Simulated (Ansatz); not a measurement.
PbTe (rock salt)

```yaml
crystal:
  lattice:
    - [0.00000, 6.53422, 6.53422]
    - [3.26711, 0.00000, 3.26711]
    - [3.26711, 3.26711, 0.00000]
  atoms:
    - { symbol: Te, position: [0.00000, 0.00000, 0.00000] }
    - { symbol: Te, position: [0.50000, 0.00000, 0.00000] }
    - { symbol: Pb, position: [0.25000, 0.50000, 0.50000] }
    - { symbol: Pb, position: [0.75000, 0.50000, 0.50000] }
```

In each cell atom 3 (Pb, nearest neighbour Te at 3.267 Å; its periodic images, 4.6 Å or more away, move with it) moves by s·(0.000, 1.000, 0.000) (towards the nearest neighbour), the rest being held.

Computed with r2SCAN (plane waves to 500 eV, PAW, scalar-relativistic; Ansatz, a first-principles code). k mesh 7×7×7 (Γ-centred), Fermi-Dirac smearing 0.05 eV. The energy includes the smearing's −TS. PbTe was relaxed with its symmetry unable to fall. Spin-orbit coupling is left out, though Pb and Te are heavy. ΔE is measured from the undisplaced structure.

Successive frames, forces in eV/Å:

```tsv
frame	ΔE (eV/cell)	F on Te1	F on Te2	F on Pb3	F on Pb4
s = -0.196 Å	0.037	(-0.005, -0.152, 0.005)	(0.001, 0.066, -0.001)	(-0.132, 0.409, 0.132)	(0.137, -0.324, -0.137)
s = 0.000 Å	0.000	(0.000, 0.000, 0.000)	(0.000, 0.000, 0.000)	(0.000, 0.000, 0.000)	(0.000, 0.000, 0.000)
s = 0.196 Å	0.037	(-0.001, -0.066, 0.001)	(0.005, 0.152, -0.005)	(0.132, -0.409, -0.132)	(-0.137, 0.324, 0.137)
```

### Question
What are the energy and the forces in the next frame, s = 0.392 Å?

### Answer
ΔE (eV/cell) = 0.185.

```json
[
 {"atom": "Te1", "Fx": "-0.004", "Fy": "-0.173", "Fz": "0.004"},
 {"atom": "Te2", "Fx": "0.015", "Fy": "0.761", "Fz": "-0.015"},
 {"atom": "Pb3", "Fx": "0.258", "Fy": "-1.195", "Fz": "-0.258"},
 {"atom": "Pb4", "Fx": "-0.270", "Fy": "0.607", "Fz": "0.270"}
]
```

(For displaced atoms, the force is minus the slope of the energy, and its curvature is a force constant, which sets phonon frequencies.)
